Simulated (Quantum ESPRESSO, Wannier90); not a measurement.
TiO₂ (Pbcn), plane waves to Wannier functions

```xyz
12
Lattice="4.5454 0.0000 0.0000 0.0000 5.5196 0.0000 0.0000 0.0000 4.9092" Properties=species:S:1:pos:R:3 pbc="T T T"
Ti     2.2727    -1.8050    -1.2273
Ti     2.2727     1.8050     1.2273
Ti     0.0000    -0.9548     1.2273
Ti     0.0000     0.9548    -1.2273
O     -1.2338    -2.1069     0.3994
O      1.2338     2.1069    -0.3994
O     -1.0388    -0.6529    -2.0552
O      1.0388     0.6529     2.0552
O      1.0388    -0.6529    -0.3994
O     -1.0388     0.6529     0.3994
O      1.2338    -2.1069     2.0552
O     -1.2338     2.1069    -2.0552
```

Materials Project entry mp-1439; symmetrised, unrelaxed at this level. Not found in the COD (Crystallography Open Database) copy used, which has the formula in other groups; not checked further. Method: PBEsol plane waves in Quantum ESPRESSO 7.5 (PseudoDojo norm-conserving files, 68 Ry, no spin polarisation, no spin-orbit coupling), Bloch states on a 4×4×4 mesh through Γ, Wannier90 4.0.1. Density: 8×6×6 mesh, cold smearing 0.01 Ry.

A tight-binding model is made by disentanglement and projection with no localisation steps (num_iter = 0), so the 44 orbitals stay atom-like: hydrogen-like Ti: d; O: p, axes along x, y, z; frozen window up to 4.11 eV relative to the valence-band maximum. It follows pw.x to 0.3 meV rms for states up to 3.6 eV relative to the valence-band maximum. Matrix elements depend on this choice of orbitals and windows.

### Question
What are the on-site energies relative to the valence-band maximum, and how fast do the hoppings decay?

### Answer
| atom | orbitals | energy (eV) |
|---|---|---|
| Ti1 | dz2 | 2.98 |
| Ti1 | dxz | 3.60 |
| Ti1 | dyz | 3.03 |
| Ti1 | dx2-y2 | 2.73 |
| Ti1 | dxy | 3.51 |
| Ti2 | dz2 | 2.98 |
| Ti2 | dxz | 3.60 |
| Ti2 | dyz | 3.03 |
| Ti2 | dx2-y2 | 2.73 |
| Ti2 | dxy | 3.51 |
| Ti3 | dz2 | 2.98 |
| Ti3 | dxz | 3.60 |
| Ti3 | dyz | 3.03 |
| Ti3 | dx2-y2 | 2.73 |
| Ti3 | dxy | 3.51 |
| Ti4 | dz2 | 2.98 |
| Ti4 | dxz | 3.60 |
| Ti4 | dyz | 3.03 |
| Ti4 | dx2-y2 | 2.73 |
| Ti4 | dxy | 3.51 |
| O5 | pz | -1.26 |
| O5 | px | -1.17 |
| O5 | py | -1.23 |
| O6 | pz | -1.26 |
| O6 | px | -1.17 |
| O6 | py | -1.23 |
| O7 | pz | -1.26 |
| O7 | px | -1.17 |
| O7 | py | -1.23 |
| O8 | pz | -1.26 |
| O8 | px | -1.17 |
| O8 | py | -1.23 |
| O9 | pz | -1.26 |
| O9 | px | -1.17 |
| O9 | py | -1.23 |
| O10 | pz | -1.26 |
| O10 | px | -1.17 |
| O10 | py | -1.23 |
| O11 | pz | -1.26 |
| O11 | px | -1.17 |

| distance of the centres (Å) | largest modulus (eV) |
|---|---|
| 1–2 | 1.8 |
| 2–3 | 1.2 |
| 3–4 | 0.17 |
| 4–5 | 0.023 |
| 5–6 | 0.020 |
| 6–7 | 0.014 |
| 7–8 | 0.0028 |
| 8–9 | 0.0019 |
